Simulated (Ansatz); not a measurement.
All numbers below come from Ansatz, DFT PBE, scalar-relativistic, plane waves, PAW. Settings: cutoff 420 eV, Γ-centred meshes spaced at most about 0.3 Å⁻¹, and about 0.25 Å⁻¹ or finer for metals (2π included), Gaussian smearing. Collinear spin in cells that started with moments and kept them past the coarse steps, no spin elsewhere.

All energies are static (0 K, no zero-point motion). All come from trial cells, and lower structures may exist.

Question: Which of these relaxed structures of CsGd is the lowest in energy?
A.

```cif
data_structure
_symmetry_space_group_name_H-M 'Fm-3m'
_symmetry_Int_Tables_number 225
_cell_length_a 8.1213
_cell_length_b 8.1213
_cell_length_c 8.1213
_cell_angle_alpha 90.000
_cell_angle_beta 90.000
_cell_angle_gamma 90.000
_cell_volume 535.64
loop_
_atom_site_label
_atom_site_type_symbol
_atom_site_symmetry_multiplicity
_atom_site_Wyckoff_symbol
_atom_site_fract_x
_atom_site_fract_y
_atom_site_fract_z
_atom_site_occupancy
Cs1 Cs 4 a 0.00000 0.00000 0.00000 1
Gd1 Gd 4 b 0.50000 0.00000 0.00000 1
```

B.

```cif
data_structure
_symmetry_space_group_name_H-M 'Pm-3m'
_symmetry_Int_Tables_number 221
_cell_length_a 4.8530
_cell_length_b 4.8530
_cell_length_c 4.8530
_cell_angle_alpha 90.000
_cell_angle_beta 90.000
_cell_angle_gamma 90.000
_cell_volume 114.30
loop_
_atom_site_label
_atom_site_type_symbol
_atom_site_symmetry_multiplicity
_atom_site_Wyckoff_symbol
_atom_site_fract_x
_atom_site_fract_y
_atom_site_fract_z
_atom_site_occupancy
Cs1 Cs 1 a 0.00000 0.00000 0.00000 1
Gd1 Gd 1 b 0.50000 0.50000 0.50000 1
```

Answer: B. It has the caesium chloride type, space group Pm-3m (No. 221); the next, A, with the rock salt type, space group Fm-3m (No. 225), lies 0.36 eV/atom higher. Largest moments: B 7.4 μB, A 7.0 μB. Counting all near atoms (those within 1.25 times the shortest distance at each site; a plus sign parts nearer from farther groups), the lowest has Cs 8+6, Gd 8+6 and the next has Cs 6, Gd 6. Even the lowest lies +0.85 eV/atom against the elements.

The 4f shell of Gd is treated without a Hubbard U, which places its levels poorly. The magnetic state reached may not be the lowest. Cells relaxed within their symmetry can be saddle points. Some candidate types were left out of the draw beforehand, so a known form may be missing.
